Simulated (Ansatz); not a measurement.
Na (hcp (Mg type), P6_3/mmc) at seven volumes, plane-wave PAW PBEsol (Ansatz code), shape and atoms relaxed at each. One row is withheld.

| V (Å³/atom) | P (GPa) |
|---|---|
| 33.096 | 0.88 |
| 34.187 | 0.54 |
| 35.278 | 0.25 |
| 36.369 | 0.00 |
| 37.460 | -0.22 |
| 38.551 | ? |
| 39.642 | -0.58 |

Problem. Fit the shown pressures and predict the withheld one.

Solution. Third-order Birch–Murnaghan: P = (3/2)B₀(x^(7/2) − x^(5/2))[1 + (3/4)(B′ − 4)(x − 1)] with x = (V₀/V)^(2/3). Least squares on the six rows gives V₀ = 36.361 Å³/atom, B₀ = 7.858 GPa, B′ = 3.67. At V = 38.551, x = 0.9618 and P = -0.41 GPa. The run itself gave -0.41 GPa.

The workflow started from a Materials Project entry (that database holds measured and hypothetical structures alike); the Crystallography Open Database files this formula in space group No. 194, but the cells were not matched. It is not the phase usual at ambient conditions (space group No. 229). The PBEsol relaxation kept the symmetry of its start; whether a distortion lowers the energy is not shown.

Potentials: the earlier of the program's two PAW sets. The files were generated under PBE; for other functionals the program regenerates the frozen cores, and for LDA and PBEsol the local potential too.
